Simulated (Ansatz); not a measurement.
SnO2:
```
CELL_PARAMETERS angstrom
      4.82747     0.00000     0.00000
      0.00000     4.82747     0.00000
      0.00000     0.00000     3.23816
ATOMIC_POSITIONS crystal
  Sn 0.50000 0.50000 0.50000
  Sn 0.00000 0.00000 0.00000
  O  0.19343 0.80657 0.50000
  O  0.80657 0.19343 0.50000
  O  0.69343 0.69343 0.00000
  O  0.30657 0.30657 0.00000
```

This is the PBE-relaxed structure. x, y and z are the axes in which the lattice vectors are written.

Problem. All from PBE (plane waves, PAW; program Ansatz), unless another level is named. Give the hole effective mass with spin–orbit coupling.

Solution. 1.9 along z (mₑ).

Problem. Next, the electron effective mass with spin–orbit coupling?

Solution. 0.16, 0.17, 0.17 mₑ (principal values).

Problem. Give the weight of the conduction-edge state by species (Voronoi cells).

Solution. O 52 %, Sn 48 %.

Problem. Give the valence-band maximum.

Solution. at Γ.

Space group P4_2/mnm (rutile). Symmetry was held in the PBE relaxation; phonons on a q-mesh show no instability. Spin–orbit coupling is left out wherever it is not named.

Potentials: the later of the program's two PAW sets.

Edges and masses are those of Kohn–Sham bands, whose gap is no quasiparticle gap.
